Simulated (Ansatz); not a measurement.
Values for one crystal, relaxed and computed with the program Ansatz at the r²SCAN level (PAW); other levels are named.

```yaml
volume_per_atom: 13.99 Å³
electronic_character: metallic (no gap)
Formation energy from the elements (no fitted shifts): -0.24 eV/atom
Density of states at the Fermi level: 0.23 states/eV per atom (mean over ±0.08 eV)
```

**Question.** Pick the material that matches.
(A) Cu2SnS3, Imm2 (Cu on 4d, Sn on 2b, S on 4d, S on 2a)
(B) CoSi2, fluorite or antifluorite type
(C) Mg2Cu3Si, P6_3/mmc (Mg on 4f, Si on 2a, Cu on 6h)
(D) CuS, Cmcm (Cu on 4c, Cu on 8f, S on 4c, S on 8f)

**Answer.** C, Mg2Cu3Si, P6_3/mmc (Mg on 4f, Si on 2a, Cu on 6h)

The workflow started from a Materials Project entry (that database holds measured and hypothetical structures alike); the Crystallography Open Database copy checked does not list it. Its standing as an ambient phase is unchecked. The r²SCAN relaxation kept the symmetry of its start; whether a distortion lowers the energy is not shown. The run is not spin-polarised. The references are the lowest solids computed at this level, not always the standard phases.

Potentials: the later of the program's two PAW sets.
